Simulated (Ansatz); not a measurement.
Given:

YAu:
```
YAu
1.0
    3.51436     0.00000     0.00000
    0.00000     3.51436     0.00000
    0.00000     0.00000     3.51436
Y Au
1 1
Cartesian
  1.75718   1.75718   1.75718
  0.00000   0.00000   0.00000
```

This is the LDA-relaxed structure.

Task: All from LDA (plane waves, PAW; program Ansatz), unless another level is named. Predict the formation energy from the elements (no fitted shifts).

Result: -0.90 eV/atom.

Task: What about the density of states at the Fermi level?

Result: 0.59 states/eV per atom (mean over ±0.08 eV).

Space group Pm-3m (CsCl type). The first step of the workflow began from a Materials Project structure, measured or hypothetical; the Crystallography Open Database files this formula in space group No. 221, but the cells were not matched. Its standing as an ambient phase is unchecked. The LDA relaxation kept the symmetry of its start; whether a distortion lowers the energy is not shown. No spin polarisation was allowed. The references are the lowest solids computed at this level, not always the standard phases. Scalar-relativistic: spin–orbit coupling is off unless named, which matters more the heavier the elements.

Potentials: the later of the program's two PAW sets.
